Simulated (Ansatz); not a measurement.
## Structure optimisation: magnesium, dhcp

Method: Ansatz, DFT, PBE, plane waves (420 eV) with PAW, scalar-relativistic.

k-point mesh 11×11×3, Fermi-Dirac smearing 0.1 eV, no spin polarisation. Cell and atoms relax.

Starting structure:

```yaml
crystal:
  lattice:
    - [3.2030520135, 0.0, 0.0]
    - [-1.6015260067, 2.7739244133, 0.0]
    - [0.0, 0.0, 10.461167876]
  atoms:
    - { symbol: Mg, position: [0.0, 0.0, 0.0] }
    - { symbol: Mg, position: [0.0, 0.0, 0.5] }
    - { symbol: Mg, position: [0.3333333333, 0.6666666667, 0.25] }
    - { symbol: Mg, position: [0.6666666667, 0.3333333333, 0.75] }
hamiltonian:
  xc: pbe
  pseudopotentials:
    kind: paw
    azcp:
      Mg: "pseudopotentials/Mg.paw.azcp"
basis:
  ecutwfc: 420
  fft_grid_basis: typed
kpoints:
  mp_grid: { grid: [11, 11, 3], shift: [0, 0, 0] }
magnetization:
  spin_polarized: false
scf:
  occupations: { method: fermi_dirac, width: 0.1 }
relax:
  max_steps: 60
  f_tol: 0.01
  cell: {}
output:
  write_density: true
  write_potential: true
  elf: true
  volumetric_format: npy
```

**Question.** What cell does the relaxation end in?

**Answer.** P6_3/mmc with a = 3.197 Å, c = 10.398 Å (c/a = 3.253); 23.01 Å³ per atom against 23.24 at the start (-1.0 %).

**Question.** How much energy does the relaxation gain?

**Answer.** 0.3 meV per atom.

Path of the relaxation (the plane waves are chosen anew near the end, which can shift the energy a little):

```csv
step,E − E(final) (meV/atom),V (Å³/atom),P (GPa),max force (eV/Å)
0,0.30,23.237,-0.35,0.000
1,0.00,23.042,-0.05,0.000
2,0.00,23.007,0.00,0.000
3,0.00,23.007,0.00,0.000
```
